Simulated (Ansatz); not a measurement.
## TiCd2P2: start and end of a relaxation

Recipe of this trial structure of TiCd2P2: random cell by space group and Wyckoff sites (P4/mmm, No. 123). Lengths were set from tabulated atomic sizes, so they are only a guess.

start.cif

```cif
data_structure
_symmetry_space_group_name_H-M 'P 1'
_symmetry_Int_Tables_number 1
_cell_length_a 4.0404
_cell_length_b 4.0404
_cell_length_c 3.8330
_cell_angle_alpha 90.000
_cell_angle_beta 90.000
_cell_angle_gamma 90.000
_cell_volume 62.57
loop_
_atom_site_label
_atom_site_type_symbol
_atom_site_fract_x
_atom_site_fract_y
_atom_site_fract_z
_atom_site_occupancy
Ti1 Ti 0.50000 0.50000 0.50000 1
Cd1 Cd 0.00000 0.00000 0.64219 1
Cd2 Cd 0.00000 0.00000 0.35781 1
P1 P 0.50000 0.50000 0.17364 1
P2 P 0.50000 0.50000 0.82636 1
```

The calculation used Ansatz, DFT PBE, scalar-relativistic, plane waves, PAW. Cutoff 420 eV, Gaussian smearing, Γ-centred meshes. Cell and atoms relax first on a coarse mesh and then on a finer one. In between, the cell is made exact in the group found at 0.06 Å. In metals the finer mesh still leaves noise of several meV/atom or more. The steps can't lower the symmetry of their start. Collinear spin is switched on along the way, since trial moments persisted in a coarse test.

end.cif

```cif
data_structure
_symmetry_space_group_name_H-M 'P 1'
_symmetry_Int_Tables_number 1
_cell_length_a 3.8254
_cell_length_b 3.8254
_cell_length_c 6.7779
_cell_angle_alpha 90.000
_cell_angle_beta 90.000
_cell_angle_gamma 90.000
_cell_volume 99.19
loop_
_atom_site_label
_atom_site_type_symbol
_atom_site_fract_x
_atom_site_fract_y
_atom_site_fract_z
_atom_site_occupancy
Ti1 Ti 0.50000 0.50000 0.50000 1
Cd1 Cd 0.00000 0.00000 0.71904 1
Cd2 Cd 0.00000 0.00000 0.28096 1
P1 P 0.50000 0.50000 0.15531 1
P2 P 0.50000 0.50000 0.84469 1
```

The symmetry stays P4/mmm (No. 123). The volume per atom grows by 58.5 %, from 12.5 to 19.8 Å³. The shortest distance goes from 1.09 Å (Cd–Cd) to 2.11 Å (P–P). The ratio c/a of the conventional cell changes by a factor of 1.87. The energy falls by about 61.9 eV/atom (the start's value is from the coarse mesh).

| Quantity | Value |
| --- | --- |
| Volume per atom | 19.84 Å³ |
| Density | 5.60 g/cm³ |
| Formation energy | +0.08 eV/atom |
| Gap on the 10×10×6 mesh of the 5-atom cell | 0 eV (a metal) |
| Net moment per atom | 0.00 μB |
| Moment by site | all under 0.1 μB |

Formation energies are uncorrected and refer to the elements' standard structures at the same level. The references include black phosphorus. The separate elements lie lower, so it is unstable against them.

The last run used collinear spin and Gaussian smearing of 0.10 eV. The reference form of P is held partly by dispersion forces, which this level lacks. Symmetry constrained the relaxation, so the result can be a saddle point. In all, the 4 runs took 3.5 min on 1 thread of Intel(R) Xeon(R) 6975P-C (Granite Rapids) (shared host). Site moments count only spheres around the atoms; the net moment includes the space between them.
